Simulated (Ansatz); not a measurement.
# E(q) of NiI₂ (R-3m)

The geometry is a structure as deposited in COD (the entry's cell lengths or inner coordinates differ somewhat from later room-temperature determinations), held fixed and not relaxed.

Functional, mesh and filling: PBEsol, 10×10×10 k mesh, Fermi–Dirac smearing of 0.1 eV. PAW means Ansatz 0.2.0 on its default frozen-core files. Site moments are integrated in spheres about the atoms.

The reference run was typed so:

```yaml
crystal:
  lattice:
    - [1.946, 1.1235236238, 6.5446666667]
    - [-1.946, 1.1235236238, 6.5446666667]
    - [0.0, -2.2470472477, 6.5446666667]
  atoms:
    - { symbol: Ni, position: [0.0, 0.0, 0.0], spin: 1.2, spin_axis: [1.0, 0.0, 0.0] }
    - { symbol: I, position: [0.25, 0.25, 0.25], spin: 0.2, spin_axis: [1.0, 0.0, 0.0] }
    - { symbol: I, position: [0.75, 0.75, 0.75], spin: 0.2, spin_axis: [1.0, 0.0, 0.0] }
magnetization:
  noncollinear: true
  spin_spiral: { q: [0.0, 0.0, 0.0] }
kpoints:
  mp_grid: { grid: [10, 10, 10] }
scf:
  occupations: { method: fermi_dirac, width: 0.1 }
  lower_state_search: "off"
hamiltonian:
  xc: pbesol
  pseudopotentials: { kind: paw }
output:
  eigenvalues: false
```

Command: `ansatz run input.yaml --threads 2 --pin off --max-ram 6144MiB --backend cpu --events-out ev --progress --plain --runs-dir out`

The input for «spiral at 1 of the way from Γ to F» by PAW differs from it in these lines, output keys apart:

```diff
-  spin_spiral: { q: [0.0, 0.0, 0.0] }
+  spin_spiral: { q: [0.5, 0.0, 0.5] }
-  mp_grid: { grid: [10, 10, 10] }
+  mp_grid: { grid: [10, 10, 10], shift: [0.5, 0.0, 0.5] }
```

Flat spirals without spin–orbit coupling: moments start in the xy plane and turn about z by q·R from cell to cell, and their directions inside a cell are free. q runs from Γ to F = (0.500, 0.000, 0.500) in reciprocal cell vectors. Energies count from each method's run at q = 0. Each q is a vector of the k mesh, and the mesh is shifted by q/2 where needed, so that both spin components are sampled on the same points as at q = 0. In Ansatz a GGA is taken by the program's default for non-collinear spins.

| fraction of Γ–F | q (1/Å) | ΔF PAW (meV/cell) | largest moment, PAW (μB) |
| --- | --- | --- | --- |
| 0.000 | 0.000 | 0.0 | 1.19 |
| 0.200 | 0.197 | ? | 1.19 |
| 0.400 | 0.394 | -24.4 | 1.19 |
| 0.600 | 0.591 | ? | 1.18 |
| 0.800 | 0.788 | +2.6 | 1.17 |
| 1.000 | 0.985 | +14.2 | 1.17 |

Problem. What belongs in the row "0.600", column "ΔF PAW (meV/cell)"?

Solution. -18.7.

Problem. Fill in "ΔF PAW (meV/cell)" for the row "0.200".

Solution. -9.7.

The lowest point lies at 0.400 of the way, 24.4 meV/cell under q = 0, so a modulated state wins along this line.

Problem. The line ends at half a reciprocal vector. Fit ΔF(f) = A₁(1 − cos πf) + A₂(1 − cos 2πf) to the PAW points, leaving out f = 0.600. What does it give?

Solution. A₁ = +7.3 and A₂ = -16.1 meV/cell, with a worst miss of 0.5 meV. At f = 0.600 the fit gives -19.6 meV against the computed -18.7. In a Heisenberg model A₁ and A₂ sum the couplings to the first and second lattice planes normal to q.

Problem. A further pair of PAW runs: spiral at 0.2 of the way from Γ to F, locally collinear functional, against the same at q = 0. What is the energy difference?

Solution. -9.1 meV/cell, with a largest moment of 1.19 μB.

The PAW files were made with PBE; the program remakes their cores once for the run's functional and then keeps them frozen. The Ansatz runs typed with the search for lower states off end where their start leads. Spin–orbit coupling is left out although heavy atoms are present. The magnetic state is the one that this cell and start allow. It needn't be the compound's measured order, which may need a larger cell or be absent.
